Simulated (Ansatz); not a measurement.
**Squeezing AlRu (CsCl type)**

```yaml
crystal:
  lattice:
    - [3.00450, 0.00000, 0.00000]
    - [0.00000, 3.00450, 0.00000]
    - [0.00000, 0.00000, 3.00450]
  atoms:
    - { symbol: Ru, position: [0.00000, 0.00000, 0.00000] }
    - { symbol: Al, position: [0.50000, 0.50000, 0.50000] }
```

The cell comes from a relaxation on PAW files under the same functional, begun from a prototype that needn't be the stable phase.

Its volume is scaled at fixed shape and fractional positions.

All numbers are PBE results (scalar-relativistic) from Ansatz 0.2.0, with a Γ-centred 13×13×13 k mesh, Fermi–Dirac smearing of 0.1 eV, no spin polarisation. Methods: LAPW: all electrons, basis error target 1 meV/atom; PAW: frozen-core files, cutoff 420 eV; crystal datasets: all electrons, by PAW datasets that the program makes for each cell; norm-conserving: pseudopotentials, cutoff 1143 eV; PAW (cutoff 800 eV): frozen-core files, cutoff 800 eV.

Energies are extrapolated to zero smearing and count from the unscaled cell; pressure is positive in compression; gaps take the mesh and a band path. No temperature or zero-point motion is included.

```csv
V/V0,V (Å³/atom),P LAPW (GPa),ΔE LAPW (eV/atom),P PAW − LAPW (GPa),ΔE PAW − LAPW (meV/atom)
1.00,13.56,-0.01,0.000,0.05,0.0
0.94,12.75,14.33,0.033,0.09,0.4
0.88,11.93,34.2,0.153,0.15,0.9
0.80,10.85,73.4,0.505,0.28,2.4
0.72,9.76,?,?,?,?
0.64,8.68,235.8,2.422,0.83,9.4
0.55,7.46,432.7,4.891,0.99,16.9
```

Problem. Fit the Vinet equation to the LAPW pressures shown (residuals weighted by 1/(|P| + 0.03·Pmax)), and predict the pressure of the withheld row.

Solution. The fit gives V0 = 13.56 Å³/atom, B0 = 200 GPa and B0′ = 4.63. At 9.76 Å³/atom, x = (V/V0)^(1/3) = 0.8963, and P = 3·B0·(1 − x)/x²·exp[1.5·(B0′ − 1)·(1 − x)] = 136.0 GPa. The run itself gave 135.3 GPa (+0.5 % off) and ΔE = 1.194 eV/atom.

Problem. At the smallest volume, how far do crystal datasets and norm-conserving and PAW (cutoff 800 eV) lie from LAPW in pressure?

Solution. crystal datasets: 0.00 GPa; norm-conserving: -2.23 GPa; PAW (cutoff 800 eV): +0.82 GPa, on a LAPW pressure of 432.7 GPa.

Problem. How do the Löwdin populations by LAPW change from the unscaled cell to the last row?

Solution. Ru 4s 1.92 → 1.83, Ru 4p 5.98 → 5.95, Ru 4d 7.59 → 8.06, Al 2s 1.98 → 1.94, Al 3s 0.84 → 0.65, Al 3p 2.12 → 2.02 electrons an atom. These are projections on the shells that the free atoms fill; 0.09 e a cell lies outside them at the start and 0.13 e at the end.
